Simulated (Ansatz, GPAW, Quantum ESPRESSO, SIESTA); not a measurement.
## One calculation of SrCl2, 5 ways

```xyz
3
Lattice="0.0000 3.4884 3.4884 3.4884 0.0000 3.4884 3.4884 3.4884 0.0000" Properties=species:S:1:pos:R:3 pbc="T T T"
Sr    0.0000    0.0000    0.0000
Cl    5.2325    5.2325    5.2325
Cl    1.7442    1.7442    1.7442
```

Alike in all runs: task band structure; functional PBEsol; k mesh 7 × 7 × 7; occupations fermi-dirac, width 0.05 eV; no spin polarisation; no spin-orbit coupling. Pressure is positive in compression and, in plane waves, holds the error of the finite cutoff, which Ansatz's Pulay term estimates and takes out. Gaps are the smaller of the mesh's and the band path's.

```
                                                                                                           program and potentials  plane-wave cutoff (eV)                                                 notes  band gap (eV)  pressure (GPa)
                                                                                                               Ansatz, Ansatz PAW                     420  potentials made for PBE, which Ansatz adapts in part           5.14           -1.06
SIESTA, files PseudoDojo sr-pbesol-0.4.1-standard, DZP (energy shift 0.003 Ry; two zetas on semicore shells; d shell added on Sr)                       -                                          atomic basis           5.28           -0.85
                                                                                   Ansatz, all-electron LAPW, scalar-relativistic                       -                                                     -           5.14           -1.06
                                                                                GPAW, PAW data sets generated for this functional                     600                                                     -           5.14           -0.99
                                                                                                Quantum ESPRESSO, GBRV 1.5 PBEsol                     612                                                     -           5.14           -1.08
```

The band gap spans 5.14 (Ansatz, Ansatz PAW) to 5.28 eV (SIESTA, files PseudoDojo sr-pbesol-0.4.1-standard, DZP (energy shift 0.003 Ry; two zetas on semicore shells; d shell added on Sr)), with all-electron results at 5.14. The pressure spans -1.08 (Quantum ESPRESSO, GBRV 1.5 PBEsol) to -0.85 GPa (SIESTA, files PseudoDojo sr-pbesol-0.4.1-standard, DZP (energy shift 0.003 Ry; two zetas on semicore shells; d shell added on Sr)), with all-electron results at -1.06. The paths' points differ, which is worth about 0.01 eV. Rows in atomic bases carry the error of their basis and grid, which can be large.

Differences between rows come from potentials, basis sets and numerical settings, since the functional is the same but for its coding. Runs on potential files found faulty are left out.
